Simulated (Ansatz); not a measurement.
TlBr:
```
CELL_PARAMETERS angstrom
      0.00000     3.21045     3.21045
      3.21045     0.00000     3.21045
      3.21045     3.21045     0.00000
ATOMIC_POSITIONS crystal
  Tl 0.00000 0.00000 0.00000
  Br 0.50000 0.50000 0.50000
```

Relaxed with LDA. Special points in fractions of this cell's reciprocal vectors: Γ (0.000, 0.000, 0.000); X (0.500, 0.000, 0.500); U (0.625, 0.250, 0.625); K (0.375, 0.375, 0.750); L (0.500, 0.500, 0.500); W (0.500, 0.250, 0.750).

### Question
List the band energies nearest the valence-band maximum at these points for LDA (plane waves, PAW; program Ansatz).

### Answer
In eV from the valence-band maximum; about four levels below and three above (degenerate sets whole), none deeper than 8.9 eV; points with the same levels are listed once.

```tsv
k	below	above
Γ	-4.63 -2.21 -2.21 -2.21	6.19 6.19 6.19
X	-4.33 -3.92 -2.88 -2.88	5.17 5.17 5.97 5.97
U	-5.13 -3.64 -2.55 -1.77	3.81 4.94 4.98
L	-5.99 -1.97 -1.97 0.00	1.49 3.70 3.70
W	-5.03 -3.42 -3.42 -1.11	3.49 4.83 4.83
```

Space group Fm-3m (rock salt). The workflow started from a Materials Project entry (that database holds measured and hypothetical structures alike); the Crystallography Open Database copy checked does not list it. COD files the formula under space group No. 221, so this cell is another polymorph or a model. Its standing as an ambient phase is unchecked. The LDA relaxation kept the symmetry of its start; whether a distortion lowers the energy is not shown. Spin–orbit coupling is left out wherever it is not named.

Potentials: the later of the program's two PAW sets.
